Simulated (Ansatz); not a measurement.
Polymorphs of TiO$_{2}$, each relaxed with LDA in the plane-wave PAW code Ansatz:

A: rutile (P4_2/mnm)
a = b = 4.548 Å, c = 2.917 Å, α = β = γ = 90.00°

| atom | site | symmetry | x | y | z |
|---|---|---|---|---|---|
| Ti | 2a | m.mm | 0.0000 | 0.0000 | 0.0000 |
| O | 4f | m.2m | 0.3040 | 0.3040 | 0.0000 |

B: anatase (I4_1/amd)
a = 3.7393 Å, b = 3.7393 Å, c = 9.4554 Å, α = 90.00°, β = 90.00°, γ = 90.00°

```tsv
atom	site	symmetry	x	y	z
Ti	4b	-4m2	0.0000	0.0000	0.5000
O	8e	2mm.	0.0000	0.0000	0.2920
```

C: C2/m
a = 12.062 Å, b = 3.698 Å, c = 6.471 Å, α = γ = 90.00°, β = 106.96°

| atom | site | symmetry | x | y | z |
|---|---|---|---|---|---|
| Ti | 4i | m | 0.1953 | 0.0000 | 0.2849 |
| Ti | 4i | m | 0.1010 | 0.0000 | 0.7082 |
| O | 4i | m | 0.0584 | 0.0000 | 0.3703 |
| O | 4i | m | 0.3618 | 0.0000 | 0.2952 |
| O | 4i | m | 0.1339 | 0.0000 | 0.0035 |
| O | 4i | m | 0.2635 | 0.0000 | 0.6503 |

Problem. Order them by energy per atom at 0 K (lowest first) at the level LDA.

Solution. B (+0 meV/atom), C (+7 meV/atom), A (+12 meV/atom)

Problem. Give each one's gap.

Solution. A 1.86 eV; B 2.08 eV; C 2.84 eV.

Not the usual ambient phase: C. All cells were relaxed under the symmetry of their starts (and spin orders); stability against distortions was not tested throughout. Rows with no word on spin ran without spin polarisation.

Energies hold the estimated change up to a 700 eV cutoff; steps of a few meV lie near the error of the meshes.

Potentials: the later of the program's two PAW sets.
